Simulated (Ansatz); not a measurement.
Relaxed-ion elastic tensor of Se in space group R-3 (No. 148; Se on 18f) in GPa (Voigt order), plane-wave PAW PBEsol (Ansatz code); density 5.20 g/cm³, 25.20 Å³ per atom.

```tsv
	1	2	3	4	5	6
1	57.4	3.1	10.7	3.1	-6.9	0.0
2	3.1	57.4	10.7	-3.1	6.9	0.0
3	10.7	10.7	12.9	0.0	0.0	0.0
4	3.1	-3.1	0.0	12.7	0.0	6.9
5	-6.9	6.9	0.0	0.0	12.7	3.1
6	0.0	0.0	0.0	6.9	3.1	27.1
```

Question: Is the crystal mechanically stable?

Answer: Yes: the smallest eigenvalue of C is 8.5 GPa.

Question: Work out the Voigt, Reuss and Hill averages.

Answer: K_V = 19.7, K_R = 12.7, K_H = 16.2; G_V = 17.4, G_R = 10.2, G_H = 13.8 GPa.

Question: Give Young's modulus, Poisson's ratio, Pugh's ratio and the universal anisotropy index.

Answer: E = 9KG/(3K + G) = 32.2 GPa; ν = 0.17; K/G = 1.18 (brittle by the Pugh limit of 1.75); A_U = 5G_V/G_R + K_V/K_R − 6 = 4.10.

Question: Estimate the sound speeds and the Debye temperature.

Answer: v_l = √((K + 4G/3)/ρ) = 2580 m/s, v_t = √(G/ρ) = 1630 m/s, mean 1790 m/s; Θ = (h/k)(3n/4πV)^(1/3) v_m = 182 K.

Question: How much does each axis shrink under pressure?

Answer: Linear compressibilities β_i = Σ_j S_ij (j = 1 to 3): x 4.0, y 4.0, z 71 per TPa.

The first step of the workflow began from a Materials Project structure, measured or hypothetical; the Crystallography Open Database files this formula in space group No. 148, but the cells were not matched. It is not the phase usual at ambient conditions (space group No. 152). The cell was relaxed with PBEsol under the symmetry of its start; whether a distortion lowers the energy is not shown. A crystal of weakly bound molecules computed without a dispersion correction: the cell and the soft elastic constants depend strongly on that.

Potentials: the later of the program's two PAW sets.
